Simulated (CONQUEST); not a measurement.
A self-consistent single point of CdHgSe2 (P1, 4 atoms in the cell; from Materials Project mp-1226729, changed as shown) with CONQUEST.

Method: LDA (PW92), numerical atomic orbitals double-zeta with polarisation (the shipped basis), PseudoDojo norm-conserving potentials made for LDA run with CONQUEST.

The change in words: atoms moved at random. Reference geometry (P-4m2):
```
CdHgSe2
1.0
    4.36423     0.00000     0.00000
    0.00000     4.36423     0.00000
    0.00000     0.00000     6.15924
Cd Hg Se
1 1 2
Cartesian
  2.18212   2.18212   3.07962
  0.00000   0.00000   0.00000
  0.00000   2.18212   1.55835
  2.18212   0.00000   4.60089
```

Reference input (self-consistent single point, DFT, LDA (PW92), numerical atomic orbitals double-zeta with polarisation (the shipped basis), PseudoDojo norm-conserving potentials made for LDA): basis = DZP; Diag.MPMeshX, Y, Z = 6 6 6; potentials = PseudoDojo norm-conserving LDA; Grid.GridCutoff = 140 Ha; DM.SolutionMethod = diagon; Diag.kT = 0.003675 Ha; Diag.GammaCentred = true; minE.SCTolerance = 1.0e-06; SC.MaxIters = 100; SC.LinearMixingFactor = 0.3; SC.KerkerPreCondition = true; SC.KerkerFactor = 0.1 1/bohr. This run's input differs from it in these lines:

```diff
@@ -38,6 +38,6 @@
 4
-    2.182115000     2.182115000     3.079620000  1 T T T
-    0.000000000     0.000000000     0.000000000  2 T T T
-    0.000000000     2.182115000     1.558349312  3 T T T
-    2.182115000     0.000000000     4.600890688  3 T T T
+    2.189294158     2.223191133     3.181647811  1 T T T
+    4.325610929     0.035812871     6.123922918  2 T T T
+    0.055761767     2.174172101     1.530749758  3 T T T
+    2.157793146     4.295288259     4.561773354  3 T T T
```

Log, with long lists cut:

```
    new_SC_potl: Starting.  Tolerance:  0.10000E-05

    PulayMixSC: Starting Pulay mixing, A_up =  0.300 A_dn =  0.300
    PulayMixSC: Spin non-polarised calculation.
    PulayMixSC: with Kerker preconditioning, q0 =  0.100
          Harris-Foulkes Energy            :      -584.389707284010456 Ha
          GroundState Energy (E-(1/2)TS)   :      -584.389781454057015 Ha
          Free Energy (E-TS)               :      -584.389855624103575 Ha
          DFT Total Energy                 :      -584.332814612395396 Ha
          Total number of electrons        :        72.000000000000156
   [... lines left out ...]
          Total number of electrons        :        72.000055790425733
    PulayMixSC: Pulay iteration     8 residual:              0.10072E-05
          Harris-Foulkes Energy            :      -584.364303312832817 Ha
          GroundState Energy (E-(1/2)TS)   :      -584.364379997297760 Ha
          Free Energy (E-TS)               :      -584.364456681762704 Ha
          DFT Total Energy                 :      -584.364303311400818 Ha
          Total number of electrons        :        72.000054896487725
    PulayMixSC: Pulay iteration     9 residual:              0.33574E-06
    PulayMixSC: Reached SCF tolerance of  0.33574E-06 after      9 iterations
      | Number of electrons      =        72.000055
      |* band energy as 2Tr[K.H] =       -99.927408575534059 Ha
      |  screened ion-ion energy =      -462.168350392749403 Ha
      |  Ha correction           =         1.802590483009759 Ha
      |  XC correction           =       -24.071134802875189 Ha
      | GS Energy as E-(1/2)TS   =      -584.364379997297760 Ha
      | Free Energy as E-TS      =      -584.364456681762704 Ha
      |* Harris-Foulkes energy   =      -584.364303312832817 Ha
      |* DFT total energy        =      -584.364303311400818 Ha
      |  estimated accuracy      =        -0.000000001431999 Ha

    force: Forces on atoms (Ha/A )
    force:  Atom   X              Y              Z
   [... lines left out ...]
    force: Maximum force :        0.03575064(Ha/A ) on atom         1 in z direction
   [... lines left out ...]
    force: Force Residual:        0.03104078 Ha/A
    force: Total stress:          3.10811576     0.01268930    -0.24273686 GPa
                             0.01268930     0.68756604    -1.57373549
                            -0.24273686    -1.57373549     2.12725552
    force: Average pressure:     -1.97431244 GPa

    force: Finished force
    get_E_and_F: Change in energy during last step of electronic optimisation: -0.34554E-06
```

The run converged in 9 iterations. CONQUEST prints the stress tensor with tension positive. Against the reference run the free energy rises by 28.6 meV/atom, the pressure goes from -2.36 to -1.97 GPa and the largest force goes from under 0.1 to 1.29 eV/Å.

The program uses no crystal symmetry, so grid and mesh can part values that symmetry would make equal. The atom-centred basis is finite, which shifts total energies, pressures and forces against plane waves. Forces above 1 eV/Å remain at this geometry, of which the finite basis can carry a part. The structure comes from a collection of computed structures, made at another level of theory; the collection holds predicted forms beside known ones. No clean gap shows at this smearing width and mesh (spacing up to 0.24 Å⁻¹); the mesh is coarse for partly filled bands, so the values carry mesh errors. Semi-local functionals can close small gaps.

Cost on one core: very roughly 60 core-seconds.
